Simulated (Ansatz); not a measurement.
What DFT gives for LuTlS₂ (R-3m)

The conventional cell has a = 3.872 Å, b = 3.872 Å, c = 22.187 Å, α = 90.00°, β = 90.00°, γ = 120.00°. Around Lu (atom 1) lie 6 S at 2.67 Å. Around Tl (atom 2) lie 6 S at 3.16 Å. S (atom 3) is surrounded by 3 Lu at 2.67 Å.

The structure is one entry of a database and needn't be the stable phase. Ansatz runs use the cell relaxed by PAW under their functional.

How stiff is it? (PBEsol, all-electron LAPW in Ansatz 0.2.0, scalar-relativistic; a = 3.872, c = 22.187 Å; k mesh 8×8×8, strains of ±0.005, fixed occupations, basis error target 0.5 meV/atom)

Elastic moduli (Hill averages, relaxed ions; θ_D from sound speeds over directions): B = 53.4 GPa, G = 31.4 GPa, C11 = 96.6 GPa, C33 = 99.5 GPa, C44 = 32.1 GPa, ν = 0.254, θ_D = 230 K.

How does it vibrate? (PBEsol, all-electron LAPW in Ansatz 0.2.0, scalar-relativistic; a = 3.872, c = 22.187 Å; k mesh 6×6×6, fixed occupations, basis error target 1 meV/atom; q mesh 1×1×1)

Harmonic phonons by finite displacements (no LO-TO term; negative means unstable): highest mode = 277 cm⁻¹, lowest optical at Γ = 43.5 cm⁻¹.

How does it screen a field? (PBEsol, PAW on Ansatz 0.2.0's default frozen-core files (fitted under PBE), scalar-relativistic; a = 3.872, c = 22.187 Å; k mesh 6×6×6, fixed occupations, cutoff 420 eV)

Dielectric response and Born charges by linear response (direction means): ε∞ = 7.89, largest |Z*| = 3.70 e, ε₀ = 24.6.

Caveats: no spin-orbit coupling on heavy atoms; zone-boundary modes aren't tested (phonons, field response); frozen-core PAW files fitted under PBE, their cores solved anew for the functional of the run (field response); field response not resolved by the mesh (field response); semilocal gaps are low, so ε∞ comes out large.
